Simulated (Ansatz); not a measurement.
Input and command of a plane-wave DFT calculation in Ansatz:

```yaml
crystal:
  lattice:
    - [2.7765430532, 0.0, 0.0]
    - [-1.3882715266, 2.4045568187, 0.0]
    - [0.0, 0.0, 2.631836121]
  atoms:
    - { symbol: Mo, position: [0.0, 0.0, 0.5] }
basis:
  ecutwfc: 420
kpoints:
  mp_grid: { grid: [18, 18, 18] }
hamiltonian:
  xc: lda
scf:
  occupations: { method: gaussian, width: 0.15 }
output:
  forces: true
  stress: true
  eigenvalues: true
```

```bash
ansatz run input.yaml --threads 1 --pin off --max-ram 2560MiB --backend cpu --events-out ev --progress --plain --runs-dir out
```

Processor: Intel(R) Xeon(R) Processor @ 2.50GHz (Skylake/Cascade Lake), 1 thread, on a host shared with other jobs.

Task: How long does it run, and how much memory does it take?

Result: About 7.3 s on 1 thread of Intel(R) Xeon(R) Processor @ 2.50GHz (Skylake/Cascade Lake), with other jobs on the host, peak memory 0.36 GiB. It solves 11 bands at 370 k points (the mesh reduced by the symmetry that the task leaves, which can be less than the crystal's) with about 333 plane waves, in 6 SCF iterations.
